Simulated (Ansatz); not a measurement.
ZnSe (zinc blende, F-43m), a = b = c = 5.5673 Å, α = β = γ = 90.00°; the cell used has 2 atoms.

Relaxed with LDA.

Decompose the optical modes at the zone centre into irreducible representations, and say which are infrared and Raman allowed.

Point group -43m: Γ_opt = T2. Infrared: T2. Raman: T2.

Assign frequencies (DFPT, plane-wave PAW LDA (Ansatz code); without the LO–TO term).

T2 218 cm⁻¹.

Symmetry was held in the LDA relaxation.

Potentials: the earlier of the program's two PAW sets. The files were generated under PBE; for other functionals the program regenerates the frozen cores, and for LDA and PBEsol the local potential too.
